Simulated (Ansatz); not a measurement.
Consider the following.

Re (hcp, Mg type)

Space group P6₃/mmc (No. 194); a = b = 2.758 Å, c = 4.463 Å, α = β = 90.00°, γ = 120.00°

```tsv
atom	site	symmetry	x	y	z
Re	2d	-6m2	0.6667	0.3333	0.2500
```

The volume is varied about the relaxed value V₀ at fixed cell shape. Symmetry pins the atoms to their sites.

These are r2SCAN (plane waves to 500 eV, PAW, scalar-relativistic; Ansatz, an electronic-structure program) values and carry that method's errors. k mesh 20×20×11 (Γ-centred), Fermi-Dirac smearing 0.05 eV. The energy includes the smearing's −TS. Compression counts positive. With the shape held, the modulus is that of even scaling; a crystal free to change shape is softer. Re is run without spin polarisation. Re was relaxed with its symmetry unable to fall. Spin-orbit coupling is left out, though Re is heavy. The zero of ΔE is the relaxed starting cell.

The scan covers V/V₀ from 0.840 to 1.160 in 13 points.

**Question.** What is the fitted pressure derivative B₀′?

**Answer.** 4.3.

**Question.** What bulk modulus at fixed cell shape B₀ follows from a third-order Birch-Murnaghan fit?

**Answer.** 387 GPa.

(Under strain, the slope of the energy per volume gives the stress and its curvature an elastic modulus.)
